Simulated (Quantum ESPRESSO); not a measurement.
Quadrupole interaction in ZnF$_{2}$ (changed cell)

```
CELL_PARAMETERS angstrom
      4.70294     0.00000     0.00000
      0.00000     4.70294     0.00000
      0.00000     0.00000     3.13289
ATOMIC_POSITIONS crystal
  Zn 0.50000 0.50000 0.50000
  Zn 0.00000 0.00000 0.00000
  F  0.69085 0.69085 0.00000
  F  0.30915 0.30915 0.00000
  F  0.80915 0.19085 0.50000
  F  0.19085 0.80915 0.50000
```
The cell was made here from a computed Materials Project entry: F3 and its equivalents moved by 0.04 Å along (-0.71, -0.71, 0.00), space group kept. The parent is ZnF2 in P4₂/mnm; whether this form has been observed was not checked. Stability against distortions was not tested.

Convention: |Vzz| is the largest principal value, η_Q = (Vxx − Vyy)/Vzz, |C_Q| = |eQVzz/h|. Cores are frozen. Against all-electron runs on small test molecules, this scheme's |Vzz| missed by +4 % on Zn, −6 to +4 % (−29 % in KF) on F.

Quadrupole moments taken as inputs (sizes, barn, from the tables of PySCF and pymatgen): ⁶⁷Zn 0.15.

Task: What do the calculations give at each independent site (field gradients by the PAW reconstruction of the field gradient on a scalar-relativistic PBE ground state (a modified build of Quantum ESPRESSO, JTH datasets), 22.5 Ha, k-mesh 5×5×7 through Γ)?

Result: 
```tsv
site	site symmetry	Vzz (a.u.)	η_Q	∣C_Q∣ (MHz)
Zn (atoms 1, 2)	mmm	-0.280	0.22	9.86 (⁶⁷Zn)
F (atoms 3, 4, 5, 6)	m2m	-0.915	0.21	–
```
